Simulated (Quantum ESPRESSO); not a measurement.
pw.x input (Quantum ESPRESSO 7.5; LDA, PseudoDojo standard norm-conserving files, scalar-relativistic):

```
&CONTROL
  calculation = 'scf'
  pseudo_dir = './pseudo'
  outdir = './out'
  tprnfor = .true.
  tstress = .true.
/
&SYSTEM
  ibrav = 0
  nat = 2
  ntyp = 2
  ecutwfc = 80.0
  ecutrho = 320.0
  occupations = 'smearing'
  smearing = 'fd'
  degauss = 0.005
  nbnd = 17
/
&ELECTRONS
  conv_thr = 2e-10
/
ATOMIC_SPECIES
As 74.9216 As.upf
Y 88.9058 Y.upf
CELL_PARAMETERS angstrom
  0.000000000000   2.912940000000   2.912940000000
  2.912940000000   0.000000000000   2.912940000000
  2.912940000000   2.912940000000   0.000000000000
ATOMIC_POSITIONS crystal
As   0.500000000000   0.500000000000   0.500000000000
Y   0.000000000000   0.000000000000   0.000000000000
K_POINTS automatic
14 14 14 0 0 0
```

End of the output:

```
     total energy              =    -293.90068333 Ry
     estimated scf accuracy    <       0.00000001 Ry
     total energy              =    -293.90068334 Ry
     estimated scf accuracy    <          1.0E-09 Ry
     total energy              =    -293.90068334 Ry
     estimated scf accuracy    <          1.1E-09 Ry
[...]
     the Fermi energy is    10.4059 ev
!    total energy              =    -293.90068334 Ry
     estimated scf accuracy    <          8.8E-11 Ry
     smearing contrib. (-TS)   =      -0.00025206 Ry
     internal energy E=F+TS    =    -293.90043127 Ry
     The total energy is F=E-TS. E is the sum of the following terms:
     one-electron contribution =    -131.05875369 Ry
     hartree contribution      =      76.58848172 Ry
     xc contribution           =     -62.67314364 Ry
     ewald contribution        =    -176.75701566 Ry
     convergence has been achieved in  10 iterations
     Forces acting on atoms (cartesian axes, Ry/au):
     atom    1 type  1   force =    -0.00000000   -0.00000000    0.00000000
     atom    2 type  2   force =     0.00000000    0.00000000    0.00000000
     Total force =     0.000000     Total SCF correction =     0.000000
     Computing stress (Cartesian axis) and pressure
          total   stress  (Ry/bohr**3)                   (kbar)     P=      -52.76
  -0.00035866   0.00000000   0.00000000          -52.76        0.00        0.00
   0.00000000  -0.00035866   0.00000000            0.00      -52.76        0.00
   0.00000000   0.00000000  -0.00035866            0.00        0.00      -52.76
```

Spin-orbit coupling is not included.

Geometry of the Materials Project entry, not relaxed at this level.
